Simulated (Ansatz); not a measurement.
Relaxed-ion elastic tensor of AgI in space group P6_3mc (No. 186; Ag on 2a, Ag on 2b, I on 2a, I on 2b) in GPa (Voigt order), LDA (plane waves, PAW; program Ansatz); density 6.69 g/cm³, 29.15 Å³ per atom.

```
44.0  28.6  11.7   0.0   0.0   0.0
28.6  44.0  11.7   0.0   0.0   0.0
11.7  11.7  31.5   0.0   0.0   0.0
 0.0   0.0   0.0   7.2   0.0   0.0
 0.0   0.0   0.0   0.0   7.2   0.0
 0.0   0.0   0.0   0.0   0.0   7.7
```

Task: Is the crystal mechanically stable?

Result: Yes: the smallest eigenvalue of C is 7.2 GPa.

Task: Work out the Voigt, Reuss and Hill averages.

Result: K_V = 24.8, K_R = 22.7, K_H = 23.7; G_V = 8.9, G_R = 8.2, G_H = 8.6 GPa.

Task: Give Young's modulus, Poisson's ratio, Pugh's ratio and the universal anisotropy index.

Result: E = 9KG/(3K + G) = 22.9 GPa; ν = 0.34; K/G = 2.77 (ductile by the Pugh limit of 1.75); A_U = 5G_V/G_R + K_V/K_R − 6 = 0.55.

Task: Estimate the sound speeds and the Debye temperature.

Result: v_l = √((K + 4G/3)/ρ) = 2290 m/s, v_t = √(G/ρ) = 1130 m/s, mean 1270 m/s; Θ = (h/k)(3n/4πV)^(1/3) v_m = 123 K.

Task: Solve the Christoffel equation for the three sound speeds along x, y, z.

Result: Eigenvalues of C_ijkl n_j n_l equal ρv² (piezoelectric stiffening left out). In km/s, slowest first: x 1.04, 1.07, 2.56; y 1.04, 1.07, 2.56; z 1.04, 1.04, 2.17.

Task: How much does each axis shrink under pressure?

Result: Linear compressibilities β_i = Σ_j S_ij (j = 1 to 3): x 9.8, y 9.8, z 24 per TPa.

The first step of the workflow began from a Materials Project structure, measured or hypothetical. Its sites differ from those of the usual phase in this space group: another stacking or structure type. Symmetry was held in the LDA relaxation; phonons on a q-mesh show no instability. The run is not spin-polarised. A crystal of weakly bound layers computed without a dispersion correction: the cell and the soft elastic constants depend strongly on that. Spin–orbit coupling is left out wherever it is not named.

Potentials: the earlier of the program's two PAW sets.
